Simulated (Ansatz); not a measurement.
The relaxed structure here is a generated cell of Ta: the first start was made by placing the elements on the sites of a structure type, and the end was not matched to a known phase here, so it may be hypothetical. Known forms of Ta include space group No. 229.

A relaxed structure of Ta. Space group Fm-3m (No. 225), fcc (Cu type). Level of theory: r2SCAN (plane waves to 500 eV, PAW, scalar-relativistic; Ansatz, an electronic-structure program).

```cif
data_Ta
_chemical_formula_sum 'Ta1'
_space_group_name_H-M_alt 'P 1'
_space_group_IT_number 1
_cell_length_a 2.97596
_cell_length_b 2.97596
_cell_length_c 2.97596
_cell_angle_alpha 60.000
_cell_angle_beta 60.000
_cell_angle_gamma 60.000
loop_
_space_group_symop_operation_xyz
  'x, y, z'
loop_
_atom_site_label
_atom_site_type_symbol
_atom_site_fract_x
_atom_site_fract_y
_atom_site_fract_z
_atom_site_occupancy
Ta1 Ta 0.00000 0.00000 0.00000 1
```

- Volume per atom: 18.64 Å³
- Band gap: no gap (metallic)
- Shortest distances: Ta–Ta 2.98 Å
- k-mesh: 19×19×19

Band energies at high-symmetry points (eV from the Fermi level; labels of this space group; no spin-orbit coupling), from −5 eV up to 3.5 eV:

```
point                energies
-----  ----------------------
Γ              0.51 0.51 0.51
X            -4.60 -3.56 2.90
U            -3.44 -2.52 0.38
K            -3.44 -2.52 0.38
L        -4.86 0.34 0.34 0.52
W      -2.91 -1.29 -1.29 2.23
```

No spin polarisation in the result.

The run could not lose the symmetry of its start: the end is stationary, and may be a saddle point rather than a minimum.
